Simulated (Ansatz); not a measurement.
Starting cell, Rh (fcc, Cu type):

```yaml
crystal:
  lattice:
    - [0.00000, 3.80000, 3.80000]
    - [1.90000, 0.00000, 1.90000]
    - [1.90000, 1.90000, 0.00000]
  atoms:
    - { symbol: Rh, position: [0.00000, 0.00000, 0.00000] }
    - { symbol: Rh, position: [0.50000, 0.00000, 0.00000] }
```

The atoms are displaced by Q × the pattern below (from a DFPT mode at L = (0.5, 0.0, 0.0), largest move 1; Q in Å), at fixed cell. (q is in reciprocal vectors of the primitive cell; the cell shown is doubled to hold the pattern.)

| atom | x | y | z |
|---|---|---|---|
| Rh1 | 0.577 | -0.577 | -0.577 |
| Rh2 | -0.577 | 0.577 | 0.577 |

All values below come from r2SCAN (plane waves to 500 eV, PAW, scalar-relativistic; Ansatz, a quantum-chemistry and plane-wave program). k mesh 21×21×21 (Γ-centred), Fermi-Dirac smearing 0.05 eV. With partly filled bands, energies and forces of such displacements shift with the k mesh and the smearing. Rh is run without spin polarisation. Rh was relaxed with its symmetry unable to fall. 

```csv
Q (Å),−dE/dQ from forces (eV/Å)
-0.100,4.592
-0.083,3.781
-0.067,3.002
-0.050,2.242
-0.033,1.491
-0.017,0.746
0.000,0.000
0.017,-0.746
0.033,-1.491
0.050,-2.242
0.067,-3.002
0.083,-3.781
0.100,-4.592
```

What harmonic wavenumber does the curvature at Q = 0 give?

243 cm⁻¹. E″ = 44.72 eV/Å², M = Σ mᵢ|uᵢ|² = 205.8 u, ν̃ = 521.5·√(|E″|/M).

(A displaced cell: forces are minus the slopes of the energy, force constants its curvatures, and phonons follow from these.)
